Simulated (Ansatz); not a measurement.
Sb2Au (fluorite or antifluorite type, Fm-3m) at seven volumes, plane-wave PAW PBEsol (Ansatz code), scaled uniformly. One row is withheld.

```tsv
V (Å³/atom)	P (GPa)
23.573	9.92
24.351	?
25.128	2.74
25.905	0.00
26.682	-2.28
27.459	-4.20
28.236	-5.80
```

Problem. Fit the shown pressures and predict the withheld one.

Solution. P = (3/2)B₀(x^(7/2) − x^(5/2))[1 + (3/4)(B′ − 4)(x − 1)] with x = (V₀/V)^(2/3). Least squares on the six rows gives V₀ = 25.906 Å³/atom, B₀ = 83.2 GPa, B′ = 4.93. At V = 24.351, x = 1.0421 and P = 6.00 GPa. The run itself gave 6.01 GPa.

The workflow started from an entry of the Crystallography Open Database (COD), which files this formula under 2 space groups. Its standing as an ambient phase is unchecked. The cell was relaxed with PBEsol under the symmetry of its start. At this level the phase is mechanically unstable. Spin–orbit coupling is left out wherever it is not named.

Potentials: the later of the program's two PAW sets.
